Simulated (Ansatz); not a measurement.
Input and command of a plane-wave DFT calculation in Ansatz:

```yaml
crystal:
  lattice:
    - [-2.215101915, 2.215101915, 5.11950436]
    - [2.215101915, -2.215101915, 5.11950436]
    - [2.215101915, 2.215101915, -5.11950436]
  atoms:
    - { symbol: Ba, position: [0.615473, 0.615473, 0.0] }
    - { symbol: Si, position: [0.00061149, 0.00061149, 0.0] }
    - { symbol: Si, position: [0.36917345, 0.86917345, 0.5] }
    - { symbol: Si, position: [0.86917345, 0.36917345, 0.5] }
    - { symbol: Pd, position: [0.26226859, 0.26226859, 0.0] }
basis:
  ecutwfc: 500
kpoints:
  mp_grid: { grid: [6, 6, 6] }
hamiltonian:
  xc: r2scan
scf:
  occupations: { method: gaussian, width: 0.1 }
  lower_state_search: "off"
output:
  forces: true
  stress: true
  eigenvalues: true
```

```bash
ansatz run input.yaml --threads 1 --pin off --max-ram 2560MiB --backend cpu --events-out ev --progress --plain --runs-dir out
```

Processor: Arm Neoverse V2, 1 thread, on a host shared with other jobs.

Question: Estimate time, memory and problem size.

Answer: About 19 s on 1 thread of Arm Neoverse V2, with other jobs on the host, peak memory 0.73 GiB. It solves 25 bands at 30 k points (the mesh reduced by symmetry) with about 2551 plane waves, in 8 SCF iterations.
